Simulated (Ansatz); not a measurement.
Mg (simple cubic, Pm-3m) at seven volumes, r²SCAN in the plane-wave PAW code Ansatz, scaled uniformly. One row is withheld.

```tsv
V (Å³/atom)	P (GPa)
24.446	2.73
25.252	1.67
26.058	0.77
26.864	0.00
27.670	-0.66
28.476	-1.23
29.282	?
```

### Question
Fit the shown pressures and predict the withheld one.

### Answer
Third-order Birch–Murnaghan: P = (3/2)B₀(x^(7/2) − x^(5/2))[1 + (3/4)(B′ − 4)(x − 1)] with x = (V₀/V)^(2/3). Least squares on the six rows gives V₀ = 26.863 Å³/atom, B₀ = 23.78 GPa, B′ = 4.17. At V = 29.282, x = 0.9441 and P = -1.71 GPa. The run itself gave -1.72 GPa.

A made-up cell: these elements were put on the sites of a structure type; neither database checked (COD, Materials Project) lists it. It is not the phase usual at ambient conditions (space group No. 194). The r²SCAN relaxation kept the symmetry of its start. At this level the phase is mechanically unstable.

Potentials: the later of the program's two PAW sets.
